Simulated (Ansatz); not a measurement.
## Si2W: computed property card

Si₂W:
```
CELL_PARAMETERS angstrom
      4.58087     0.00000     0.00000
     -2.29044     3.96715     0.00000
      0.00000     0.00000     6.61026
ATOMIC_POSITIONS crystal
  Si 0.83643 0.67285 0.50000
  Si 0.16357 0.83643 0.83333
  Si 0.32715 0.16357 0.16667
  Si 0.16357 0.32715 0.50000
  Si 0.83643 0.16357 0.83333
  Si 0.67285 0.83643 0.16667
  W  0.00000 0.50000 0.16667
  W  0.50000 0.00000 0.50000
  W  0.50000 0.50000 0.83333
```

Space group P6_222 (No. 180); conventional cell a = 4.5809 Å, b = 4.5809 Å, c = 6.6103 Å, α = 90.00°, β = 90.00°, γ = 120.00°.

Method: r²SCAN (plane waves, PAW; program Ansatz). Structure relaxed to zero pressure with the same functional. Other levels are named where they apply.

**Cell and energy**

```yaml
volume_per_atom: 13.35 Å³
density: 9.95 g/cm³
Formation energy from the elements (no fitted shifts): -0.24 eV/atom
```

**Electronic structure**

```yaml
band_gap: 0.12 eV (indirect)
valence_band_maximum: at L
conduction_band_minimum: at M (3 equivalent valleys)
smallest_direct_gap_on_the_standard_path: 0.82 eV
electron_effective_mass: 0.32, 0.32, 0.46 mₑ (principal values)
Weight of the conduction-edge state by species (Voronoi cells): W 52 %, Si 48 %
hole_effective_mass: 0.38, 0.45, 0.57 mₑ (principal values)
Weight of the valence-edge state by species (Voronoi cells): W 67 %, Si 33 %
HSE06 gap on the r²SCAN cell: 0.44 eV
Gap with spin–orbit coupling: 0.10 eV (the band order may be inverted)
```

**Mechanics**

```yaml
Bulk modulus (Birch–Murnaghan fit): 237 GPa
Pressure derivative B′: 4.5
Elastic constants (relaxed ions, GPa): C11 = 465, C12 = 82.2, C13 = 151, C33 = 447, C44 = 155
mechanical_stability: stable (all eigenvalues of C positive)
hill_bulk_and_shear_moduli: 238 and 165 GPa
Young's modulus: 402 GPa
Poisson's ratio: 0.22
debye_temperature_from_the_elastic_constants: 566 K
```

**Dielectric response**

```yaml
Electronic dielectric constant ε∞ (DFPT): 26.5 (xx = yy), 25.6 (zz)
Static dielectric constant ε0 (ions relaxed, cell fixed): 52.4 (xx = yy), 48.0 (zz)
Born charges (a third of the trace): Si +3.97, W -7.95 e
```

**Phonons**

```yaml
Highest zone-centre frequency (without LO–TO term): 422 cm⁻¹
zone_centre_stability: no imaginary mode at Γ
dynamical_stability_on_the_path: stable (no imaginary branch)
zero_point_energy: 51.6 meV/atom
Vibrational entropy at 300 K: 22.0 J/(K·mol of atoms)
```

**Charges**

```yaml
bader_charges: Si -0.07, W +0.13 e
```

The workflow started from a Materials Project entry (that database holds measured and hypothetical structures alike); the Crystallography Open Database copy checked does not list it. It is not the phase usual at ambient conditions (space group No. 139). The r²SCAN relaxation kept the symmetry of its start. The run is not spin-polarised. The references are the lowest solids computed at this level, not always the standard phases. Spin–orbit coupling is left out wherever it is not named.

Potentials: the earlier of the program's two PAW sets.
